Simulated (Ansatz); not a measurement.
Relaxed-ion elastic tensor of Ge3N4 in space group P6_3/m (No. 176; Ge on 6h, N on 2c, N on 6h) in GPa (Voigt order), DFT-PBE in the program Ansatz with PAW potentials; density 5.10 g/cm³, 12.73 Å³ per atom.

|  | 1 | 2 | 3 | 4 | 5 | 6 |
|---|---|---|---|---|---|---|
| 1 | 281 | 143 | 84.0 | 0.0 | 0.0 | 0.0 |
| 2 | 143 | 281 | 84.0 | 0.0 | 0.0 | 0.0 |
| 3 | 84.0 | 84.0 | 385 | 0.0 | 0.0 | 0.0 |
| 4 | 0.0 | 0.0 | 0.0 | 65.6 | 0.0 | 0.0 |
| 5 | 0.0 | 0.0 | 0.0 | 0.0 | 65.6 | 0.0 |
| 6 | 0.0 | 0.0 | 0.0 | 0.0 | 0.0 | 68.9 |

Is the crystal mechanically stable?

Yes: the smallest eigenvalue of C is 65.6 GPa.

Work out the Voigt, Reuss and Hill averages.

K_V = 175, K_R = 174, K_H = 174; G_V = 82.5, G_R = 75.2, G_H = 78.8 GPa.

Give Young's modulus, Poisson's ratio, Pugh's ratio and the universal anisotropy index.

E = 9KG/(3K + G) = 205 GPa; ν = 0.30; K/G = 2.21 (ductile by the Pugh limit of 1.75); A_U = 5G_V/G_R + K_V/K_R − 6 = 0.49.

Estimate the sound speeds and the Debye temperature.

v_l = √((K + 4G/3)/ρ) = 7400 m/s, v_t = √(G/ρ) = 3930 m/s, mean 4390 m/s; Θ = (h/k)(3n/4πV)^(1/3) v_m = 560 K.

Solve the Christoffel equation for the three sound speeds along x, y, z.

Eigenvalues of C_ijkl n_j n_l equal ρv². In km/s, slowest first: x 3.59, 3.67, 7.42; y 3.59, 3.67, 7.42; z 3.59, 3.59, 8.69.

How much does each axis shrink under pressure?

Linear compressibilities β_i = Σ_j S_ij (j = 1 to 3): x 2.0, y 2.0, z 1.7 per TPa.

Symmetry was held in the PBE relaxation.

Potentials: the later of the program's two PAW sets.
